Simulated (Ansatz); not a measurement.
ZnSnO3 in space group R3c (No. 161; Zn on 6a, Sn on 6a, O on 18b), plane-wave PAW PBEsol (Ansatz code). The conduction-band minimum lies at Γ, with 1 equivalent valley. Second derivatives d²E/dk² of the lowest band at one valley (eV·Å²), along Cartesian directions:

| direction | d²E/dk² |
|---|---|
| [100] | 39.85 |
| [010] | 39.85 |
| [001] | 41.29 |
| [110] | 39.85 |
| [101] | 40.57 |
| [011] | 40.57 |

Q: Find the principal effective masses, the density-of-states mass and the conductivity mass.

A: Off-diagonal terms follow from H_xy = H[110] − (H_xx + H_yy)/2, and m*/mₑ = 7.620 eV·Å² over each eigenvalue: 0.18, 0.19, 0.19. One valley's DOS mass (m₁m₂m₃)^(1/3) = 0.19, conductivity mass 3/(Σ 1/mᵢ) = 0.19 mₑ.

Q: What effective density of states Nc follows at 300 K for parabolic valleys?

A: Nc = 2.509e19 × 1 × (0.19)^(3/2) ≈ 2.1e18 cm⁻³.

Q: With the computed static dielectric constant 16.7 (mean of the diagonal), estimate a hydrogenic donor's binding energy and radius.

A: E = 13.606 eV × 0.19/16.7² ≈ 9.3 meV; a = 0.529 Å × ε/m* ≈ 46 Å. Semilocal masses tend to be too small when the gap is underestimated.

Symmetry was held in the PBEsol relaxation. Spin–orbit coupling is left out wherever it is not named.

Potentials: the later of the program's two PAW sets.
